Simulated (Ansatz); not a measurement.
HfSiSe:
```
HfSiSe
1.0
    3.52909     0.00000     0.00000
    0.00000     3.52909     0.00000
    0.00000     0.00000     9.28580
Hf Si Se
2 2 2
Cartesian
  0.00000   1.76455   2.12853
  1.76455   0.00000   7.15727
  0.00000   0.00000   0.00000
  1.76455   1.76455   0.00000
  0.00000   1.76455   6.01570
  1.76455   0.00000   3.27011
```

Relaxed with r²SCAN.

Question: Tabulate the valence density and the electron localisation function along the shortest Hf–Se contact (2.74 Å), DFT-r²SCAN in the program Ansatz with PAW potentials.

Answer: 

```csv
distance from Hf (Å),density (e/Å³),ELF
0.27,25.61,0.81
0.41,17.08,0.84
0.55,9.71,0.82
0.69,4.76,0.73
0.82,2.08,0.55
0.96,0.89,0.30
1.10,0.46,0.17
1.23,0.34,0.20
1.37,0.34,0.42
1.51,0.41,0.67
1.65,0.53,0.77
1.78,0.70,0.80
1.92,0.99,0.80
2.06,1.84,0.75
2.20,4.31,0.62
2.33,10.60,0.41
2.47,22.89,0.21
```

The density is the valence pseudo-density with augmentation charge, so density and ELF within about 1 Å of a nucleus are not all-electron values.

Space group P4/nmm. The workflow started from an entry of the Crystallography Open Database (COD). Its standing as an ambient phase is unchecked. The cell was relaxed with r²SCAN under the symmetry of its start; its stability against distortions is not shown here. The run is not spin-polarised. Spin–orbit coupling is left out wherever it is not named.

Potentials: the later of the program's two PAW sets.
